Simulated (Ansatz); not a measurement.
WN₂ in space group P-6m2 (No. 187; W on 1f, N on 2g) at seven volumes, plane-wave PAW HSE06 (Ansatz code), shape and atoms relaxed at each. One row is withheld.

```tsv
V (Å³/atom)	P (GPa)
8.533	44.55
8.815	?
9.096	12.60
9.377	0.01
9.659	-10.76
9.940	-19.95
10.221	-27.79
```

Problem. Fit the shown pressures and predict the withheld one.

Solution. Third-order Birch–Murnaghan: P = (3/2)B₀(x^(7/2) − x^(5/2))[1 + (3/4)(B′ − 4)(x − 1)] with x = (V₀/V)^(2/3). Least squares on the six rows gives V₀ = 9.378 Å³/atom, B₀ = 386.9 GPa, B′ = 4.21. At V = 8.815, x = 1.0421 and P = 27.29 GPa. The run itself gave 27.33 GPa.

The workflow started from a Materials Project entry (that database holds measured and hypothetical structures alike); the Crystallography Open Database copy checked does not list it. Its standing as an ambient phase is unchecked. Symmetry was held in the HSE06 relaxation; its stability against distortions is not shown here. The run is not spin-polarised. Spin–orbit coupling is left out wherever it is not named.

Potentials: the later of the program's two PAW sets.
